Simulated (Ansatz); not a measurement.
**Structures of BaY: which is lowest?**

Plane-wave DFT in Ansatz with scalar-relativistic PAW potentials, cutoff 420 eV, Γ-centred meshes chosen by cell and gap, Gaussian smearing with energies taken to zero width. Every cell was relaxed (cell and atoms) in a run of its own, within the symmetry of its start. Functional: PBE.

Relaxed structures (starts from databases or built by putting these elements on another compound's sites):
A. Fd-3m, 4 atoms in the computed cell, a = 8.835 Å; sites (symmetry × multiplicity) Ba -43m × 8, Y -43m × 8; start: built
B. Cmcm, 4 atoms in the computed cell, a = 3.838 Å, b = 14.903 Å, c = 6.108 Å; sites (symmetry × multiplicity) Ba m2m × 4, Y m2m × 4; start: built
C. Pm-3m, 2 atoms in the computed cell, a = 4.421 Å; sites (symmetry × multiplicity) Ba m-3m × 1, Y m-3m × 1; start: built

Question: Rank them by energy. Could pressure change the order?

Answer:
```csv
structure,group,E − E(lowest) (meV/atom),V (Å³/atom),gap on mesh (eV)
B,Cmcm,0.0,43.67,0.00
A,Fd-3m,18.5,43.11,0.00
C,Pm-3m,66,43.22,0.00
```

B is lowest, 18 meV/atom under A. The two lowest differ in volume by under 3 %, too little for a first-order estimate of what pressure does to that pair (other pairs aren't weighed here); with rigid cells even 3 % in favour of the higher one would need about 2 GPa. Other structures may lie lower than all of these, and vibrations aren't counted.

Spin-orbit coupling is left out, which matters for the bands of heavy elements.